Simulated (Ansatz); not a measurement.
## Ge: stationary points along a deformation path

The calculation used DFT r2SCAN, scalar-relativistic, plane waves, PAW (Ansatz 0.2.0). Settings: plane waves to 500 eV, k-mesh 20×20×12 (Γ-centred), Gaussian smearing 0.15 eV. No spin polarisation. Energies are free energies at this smearing, counted from the undisturbed cell; pressure is positive in compression.

Reference structure (as given, not relaxed at this level; it stands at 1.9 GPa; this form isn't the usual structure):

```xyz
2
Lattice="1.4881 -2.5947 0.0000 1.4881 2.5947 0.0000 0.0000 0.0000 4.7276" Properties=species:S:1:pos:R:3 pbc="T T T"
Ge    1.4881   -0.8643    1.1819
Ge    1.4881    0.8643    3.5457
```

At fixed volume and fractional coordinates, lengths along (0.000, 0.000, 1.000) are scaled against those across it; ρ is that ratio over its starting value. V = 18.253 Å³/atom. Δσ is the stress along the axis less the mean stress across it (compression positive).

| ρ | ΔE (meV/atom) | Δσ (GPa) | space group |
| --- | --- | --- | --- |
| 0.800 | 35.6 | -3.82 | Cmcm |
| 0.850 | 39.6 | 2.10 | Cmcm |
| 0.920 | 22.4 | 2.45 | Cmcm |
| 0.960 | 11.2 | 4.38 | Cmcm |
| 1.000 | 0.0 | 2.23 | Cmcm |
| 1.050 | -3.9 | 0.51 | Cmcm |
| 1.100 | -3.2 | -1.45 | Cmcm |
| 1.200 | 23.5 | -7.46 | Cmcm |
| 1.300 | 89.5 | -13.13 | Cmcm |

Question: How does the stress give the slope of the energy, and where is the energy stationary?

Answer: Along the path d ln(length) is 2/3 d ln ρ on the axis and −1/3 d ln ρ across it, so dE/d ln ρ = −(2/3) V Δσ: the energy falls with ρ where Δσ is positive. Δσ vanishes or changes sign between ρ = 0.800 and 0.850, a maximum (near 0.83 by linear interpolation); between ρ = 1.050 and 1.100, a minimum (near 1.06 by linear interpolation). Pairs of stationary points between two samples would go unseen, and could change a minimum read from distant neighbours into a maximum.

Question: Integrate that slope from ρ = 1 to 0.850 by the trapezoid rule.

Answer: With V/N in Å³ and 1 eV/Å³ = 160.2 GPa the slopes at ρ = 1.000, 0.960, 0.920, 0.850 are -169, -332, -186, -160 meV/atom per unit of ln ρ. The steps add 10.2 + 11.0 + 13.7 = 35.0 meV/atom, against 39.6 from the energies; the trapezoid rule misses the curvature of the slope within each step.

Question: Is the start the lowest point of the path?

Answer: No: ρ = 1.050 lies 3.9 meV/atom lower, with no sampled rise above the start on the way. Volume and inner coordinates are held, so a relaxed structure there would lie lower still.

In a metal these slopes depend on the k mesh and the smearing.